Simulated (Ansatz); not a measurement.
Relaxed candidate structures of TaRu:

A. P6₃/mmc (No. 194), hP4, NiAs type; a = b = 2.858 Å, c = 8.751 Å, α = β = 90.00°, γ = 120.00°; Ta 2c (0.333, 0.667, 0.250); Ru 2a (0.000, 0.000, 0.000)

B. Fm-3m (No. 225), cF8, rock salt type; a = 5.148 Å, b = 5.148 Å, c = 5.148 Å, α = 90.00°, β = 90.00°, γ = 90.00°; Ru 4b (0.500, 0.500, 0.500); Ta 4a (0.000, 0.000, 0.000)

C. P2/m (No. 10), mP8; a = 4.5325 Å, b = 3.0472 Å, c = 9.0004 Å, α = γ = 90.00°, β = 94.34°; Ru 2n (0.266, 0.500, 0.621); Ru 2n (0.207, 0.500, 0.140); Ta 2m (0.233, 0.000, 0.374); Ta 2m (0.713, 0.000, 0.114)

D. Immm (No. 71), oI4; a = 2.9761 Å, b = 4.4460 Å, c = 4.9831 Å, α = β = γ = 90.00°; Ru 2d (0.000, 0.500, 0.000); Ta 2b (0.500, 0.000, 0.000)

E. P2₁3 (No. 198), cP8, AFLOW prototype AB_cP8_198_a_a (B20, as in FeSi); a = b = c = 5.0244 Å, α = β = γ = 90.00°; Ru 4a (0.855, 0.855, 0.855); Ta 4a (0.155, 0.155, 0.155)

**Question.** Order them by energy per atom (lowest first) at the level PBEsol (plane waves to 420 eV, PAW, scalar-relativistic; Ansatz, a program for electronic structure).

**Answer.** C (reference, the lowest of the structures calculated here), E (+0.20 eV/atom), A (+0.32 eV/atom), D (+0.57 eV/atom), B (+0.72 eV/atom)

Probably no minimum, since a slightly shaken restart fell lower: P6₃/mmc, hP4, NiAs type (by 0.29 eV/atom, to P4/mmm); Immm, oI4 (by 0.54 eV/atom, to P4/mmm). Each run could gain symmetry but not lose that of its start, so entries can be saddle points. All of these are generated cells (placed on structure types, drawn at random, substituted or restacked) that were not matched to a known phase here. The real structure of this composition may not be among these. Energies are at zero temperature and pressure, without zero-point motion. The runs use different k-meshes, so differences are rounded accordingly. No spin polarisation in the result.
